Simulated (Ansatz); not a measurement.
# CdCu₂GeSe₄: reading a single point

```
Ge Cu Se Cd
1.0
    -0.04170    5.92192   -0.04990
     5.99185   -0.04170   -0.03420
     3.00796    2.98809   -5.72337
Ge Cu Se Cd
1 2 4 1
Direct
  0.58021 0.53108 0.99002
  0.21727 0.64819 0.58332
  0.77771 0.23930 0.48118
  0.40155 0.39032 0.76597
  0.59471 0.14137 0.25619
  0.86038 0.90988 0.71100
  0.15492 0.62831 0.23187
  0.97420 0.96415 0.02073
```

Level: r2SCAN, collinear spin; 500 eV; 4×4×3 (shifted by 0, 0.5, 0.5 steps) mesh; fermi-dirac occupations (width 0.1 eV); Ansatz 0.2.0, fixed geometry.

The state carries no moments; the state need not be the lowest.

- Forces: The largest is on Ge1: 2.93 eV/Å, components (-0.86, -2.77, -0.43). It makes 128° with the line to a nearest neighbour, Se6 at 2.27 Å.
- Electronic structure: The gap on the k mesh is 0.76 eV; the mesh may miss the band edges, so the true gap of this level can be smaller.
- Stress: The pressure is -1.9 GPa (compression positive), so with the atoms held at these fractions the cell would first shrink; the forces are large, so a full relaxation may end otherwise. The principal stresses -5.2, -3.1, 2.6 GPa differ, so its shape would change too.
- Formation energy: -0.20 eV an atom against the elements' usual phases (free molecules for gases, crystals otherwise, with no correction for O₂ or N₂), so it is bound against them; other compounds may still compete. Relaxing would lower it.
- Band edges: Within 0.7 eV of the edges, the states project mainly on Se p (49 %) and Cu d (45 %) below the gap and on Se p (53 %) and Ge s (22 %) above it.
- Contacts: Cu–Se at 2.19 Å: least valence density 0.66 e/Å³ and ELF 0.35 there. Ge–Se at 2.27 Å: least valence density 0.70 e/Å³ and ELF 0.64 there. Se–Cd at 2.51 Å: least valence density 0.47 e/Å³ and ELF 0.28 there. Both are smooth PAW fields, read partly inside the augmentation spheres.

Origin: a strained cell with displaced atoms, so it need not be a known compound. Caveats: an odd or shifted mesh can miss the band edges, so this level's true gap may be smaller; atoms or cell far from equilibrium.
